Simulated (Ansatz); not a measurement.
The cell below belongs to a search over invented structures; it isn't taken from experiment.

Input and command of a plane-wave DFT calculation in Ansatz:

```yaml
crystal:
  lattice:
    - [4.69292627, 0.0, 0.0]
    - [0.0, 4.69292627, 0.0]
    - [0.0, 0.0, 6.17857868]
  atoms:
    - { symbol: Sc, position: [0.5, 0.5, 0.69521511] }
    - { symbol: Si, position: [0.0, 0.0, 0.9733234] }
    - { symbol: Te, position: [0.5, 0.0, 0.19527771] }
    - { symbol: Te, position: [0.0, 0.5, 0.19527771] }
    - { symbol: Te, position: [0.0, 0.0, 0.54910809] }
basis:
  ecutwfc: 420
kpoints:
  mp_grid: { grid: [4, 4, 4] }
hamiltonian:
  xc: pbe
scf:
  occupations: { method: gaussian, width: 0.1 }
  lower_state_search: "off"
output:
  forces: true
  stress: true
  eigenvalues: true
relax:
  adjacent_minimum: "off"
  f_tol: 0.04
  max_steps: 70
  cell: { stress_tol: 0.4 }
```

```bash
ansatz run input.yaml --threads 1 --pin off --max-ram 2560MiB --backend cpu --events-out ev --progress --plain --runs-dir out
```

Processor: Arm Neoverse V2, 1 thread, on a host shared with other jobs.

Q: Estimate time, memory and problem size.

A: About 98 s, peak memory 0.43 GiB. It solves 38 bands at 18 k points (after reduction by symmetry) with about 3463 plane waves (on the last cell), in 97 SCF iterations over 13 ionic steps.
